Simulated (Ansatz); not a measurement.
TaS₂:
```
CELL_PARAMETERS angstrom
      3.29093     0.00000     0.00000
     -1.64546     2.85003     0.00000
      0.00000     0.00000     5.72208
ATOMIC_POSITIONS crystal
  Ta 0.00000 0.00000 0.00000
  S  0.33333 0.66667 0.26862
  S  0.66667 0.33333 0.73138
```

Relaxed with LDA. Special points in fractions of this cell's reciprocal vectors: Γ (0.000, 0.000, 0.000); M (0.500, 0.000, 0.000); K (0.333, 0.333, 0.000); A (0.000, 0.000, 0.500); L (0.500, 0.000, 0.500); H (0.333, 0.333, 0.500).

**Question.** List the band energies nearest the Fermi level at these points for LDA in the plane-wave PAW code Ansatz.

**Answer.** In eV from the Fermi level; about four levels below and three above (degenerate sets whole), none deeper than 8.9 eV; points with the same levels are listed once.

| k | below | above |
|---|---|---|
| Γ | -0.95 -0.43 -0.43 -0.13 | 0.21 0.21 3.80 3.80 |
| M | -3.75 -3.57 -2.09 -0.94 | 2.79 3.40 4.21 |
| K | -5.54 -5.54 -3.76 -3.76 -3.06 | 1.59 2.21 2.21 |
| A | -3.74 -3.74 -0.69 -0.69 | 0.16 0.16 1.18 |
| L | -3.99 -1.93 -1.57 -1.54 | 2.79 3.41 4.16 |
| H | -5.30 -4.04 -3.49 -3.49 | 1.21 1.21 1.66 |

Space group P-3m1 (CdI2 type). The LDA relaxation kept the symmetry of its start. No spin polarisation was allowed. The volume moved by -17 % from the start of the relaxation. A crystal of weakly bound layers computed without a dispersion correction: the cell and the soft elastic constants depend strongly on that. With an odd number of electrons in the cell and no spin polarisation, the count alone makes it a metal. Scalar-relativistic: spin–orbit coupling is off unless named, which matters more the heavier the elements.

Potentials: the later of the program's two PAW sets.
